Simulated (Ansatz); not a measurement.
## Zr (dhcp): energy against volume

Theory: DFT, BLYP, plane waves (420 eV) with PAW, scalar-relativistic in Ansatz. (PAW data from PBE, frozen cores regenerated.)

The cell is scaled uniformly from the relaxed one, with fractional coordinates and shape fixed. Energies are extrapolated to zero smearing, pressures are those at the given smearing. Magnetic state: spin not included.

A Birch-Murnaghan fit gives V₀ = 24.17 Å³/atom, B₀ = 86 GPa, B₀′ = 3.4.

(1) What are the energy above the minimum and the pressure at 21.298 Å³/atom?

(2) What are the energy above the minimum and the pressure at 25.170 Å³/atom?

(3) What are the energy above the minimum and the pressure at 26.138 Å³/atom?

Results:

(1) 110.0 meV/atom and 13.66 GPa as computed.

(2) 10.3 meV/atom and -3.08 GPa as computed.

(3) 38.1 meV/atom and -5.72 GPa as computed.
